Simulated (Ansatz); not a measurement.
## Equation of state of LiPb from a dense series

```
CELL_PARAMETERS angstrom
3.52200 0.00000 0.00000
0.00000 3.52200 0.00000
0.00000 0.00000 3.52200
ATOMIC_POSITIONS crystal
Li 0.50000 0.50000 0.50000
Pb 0.00000 0.00000 0.00000
```

Atoms are numbered in the order listed.

The cell is COD entry 1522614, as deposited and not checked against the literature; nothing was relaxed. It is an old determination, and later ones may differ.

Spin–orbit coupling is left out, though it moves levels of the heavy atoms by tenths of an eV or more.

These are results of Ansatz 0.2.0, DFT, LDA, all-electron LAPW, scalar-relativistic, not measurements.

Numerical set-up: a Γ-centred 10×10×10 k mesh, Fermi–Dirac smearing of 0.03 eV, basis error target 0.5 meV/atom, no spin polarisation.

The cell is scaled evenly. Fractional coordinates are held (clamped ions).

| V (Å³/atom) | P (GPa) |
| --- | --- |
| 20.534 | 0.26 |
| 20.971 | -0.60 |
| 21.407 | -1.36 |
| 21.626 | -1.71 |
| 21.844 | -2.04 |
| 22.063 | -2.35 |
| 22.281 | -2.64 |
| 23.155 | -3.62 |

**Question.** Fit a third-order Birch–Murnaghan curve to the pressures.

**Answer.** P = (3B0/2)(y^(7/2) − y^(5/2))[1 + (3/4)(B0′ − 4)(y − 1)] with y = (V0/V)^(2/3) fits within 0.01 GPa for V0 = 20.661 Å³/atom, B0 = 41.9 GPa and B0′ = 4.87.

**Question.** Predict the pressure at the withheld volume, 22.718 Å³/atom.

**Answer.** There y = 0.9387, so the fit gives -3.16 GPa; the run gave -3.16 GPa.
